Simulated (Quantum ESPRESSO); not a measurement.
**Kohn-Sham bands of TlBr (rock salt)**

```
CELL_PARAMETERS angstrom
      0.00000     3.34204     3.34204
      3.34204     0.00000     3.34204
      3.34204     3.34204     0.00000
ATOMIC_POSITIONS crystal
  Tl 0.00000 0.00000 0.00000
  Br 0.50000 0.50000 0.50000
```

Materials Project entry mp-568560; symmetrised, unrelaxed at this level. Not found in the COD (Crystallography Open Database) copy used, which has the formula in other groups; not checked further. Level: PBEsol, no spin polarisation, no spin-orbit coupling; pw.x of Quantum ESPRESSO at 50 Ry with PseudoDojo potentials, 8×8×8 k-points, Wannier90. Density: 8×8×8 mesh, cold smearing 0.01 Ry. Spin-orbit coupling is left out although heavy elements are present.

List the Kohn-Sham levels between −8 and 5.1 eV relative to the valence-band maximum at the high-symmetry points, as a band run of pw.x on that density gives them (levels within 2 meV counted together).


```
point  k (reciprocal lattice)                                levels (eV)
-----  ----------------------  -----------------------------------------
Γ           0.000 0.000 0.000                          -4.23, -1.60 (×3)
X           0.500 0.000 0.500                   -3.92, -2.98, -2.14 (×2)
U           0.625 0.250 0.625     -4.47, -2.75, -1.89, -1.34, 4.06, 4.99
K           0.375 0.375 0.750     -4.47, -2.75, -1.89, -1.34, 4.06, 4.99
L           0.500 0.500 0.500   -5.17, -1.44 (×2), 0.00, 2.06, 4.09 (×2)
W           0.500 0.250 0.750  -4.41, -2.57 (×2), -0.83, 3.81, 4.96 (×2)
```
